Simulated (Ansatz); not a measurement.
FeSbO4 in space group Cmmm (No. 65; Fe on 2c, Sb on 2a, O on 4g, O on 4j), the program Ansatz at the PBEsol level (PAW), all energies at zero smearing, with the estimated change up to a 700 eV cutoff added, with one set of potentials and settings (totals compare only within such a set). Cell of 6 atoms (1 Fe, 1 Sb, 4 O): -13098.060 eV.

```tsv
element	reference phase	E (eV/atom)
Fe	Im-3m, 1 atoms in the cell, spin-polarised	-4448.8520
Sb	R-3m, 2 atoms in the cell	-6408.0873
O	C2/m, 4 atoms in the cell, spin-polarised	-558.3554
```

Formation energy per atom, worked out: (-13098.060 − 1×(-4448.8520) − 1×(-6408.0873) − 4×(-558.3554))/6 = -1.283 eV/atom (-124 kJ per mol of atoms), at 0 K, without zero-point energy or fitted corrections.

The workflow started from a Materials Project entry (that database holds measured and hypothetical structures alike); the Crystallography Open Database copy checked does not list it. Its standing as an ambient phase is unchecked. Symmetry was held in the PBEsol relaxation; whether a distortion lowers the energy is not shown. Spin order of the final state: ferromagnetic, the only order run, not a proven ground state. The cell computed holds one magnetic atom, so no antiferromagnetic order was within reach. No Hubbard U is applied. The references are the lowest solids computed at this level, not always the standard phases (solids in place of the gases). Spin–orbit coupling is left out wherever it is not named.

Potentials: the later of the program's two PAW sets.
